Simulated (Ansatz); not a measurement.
## Two-dimensional strain map in CaMg

These are results of DFT LDA, scalar-relativistic, plane waves, PAW in Ansatz, not measurements. Cutoff 420 eV, Γ-centred 12×12×12 k-points, Gaussian smearing of 0.15 eV. No spin polarisation. Energies are free energies at this smearing, counted from the undisturbed cell; pressure is positive in compression.

Zero of the scan (as given, not relaxed at this level; it stands at -2.0 GPa, and it needn't be the usual structure):

```yaml
crystal:
  lattice:
    - [3.96614, 0.00000, 0.00000]
    - [0.00000, 3.96614, 0.00000]
    - [0.00000, 0.00000, 3.96614]
  atoms:
    - { symbol: Ca, position: [0.00000, 0.00000, 0.00000] }
    - { symbol: Mg, position: [0.50000, 0.50000, 0.50000] }
```

The cell is strained by p along both x and y and by q along z, fractional coordinates fixed. Points are written (p, q).

Energy above the undisturbed cell in meV/atom (a dash: not computed):

```
 p \ q  -0.030  0.000  0.030
-0.030       ?  -15.0   -8.4
 0.000    -9.4    0.0      ?
 0.030    15.4   31.3      –
```

(1) Fill in the withheld energies.

Results:

(1) (-0.030, -0.030): -16.3; (0.000, 0.030): 14.0.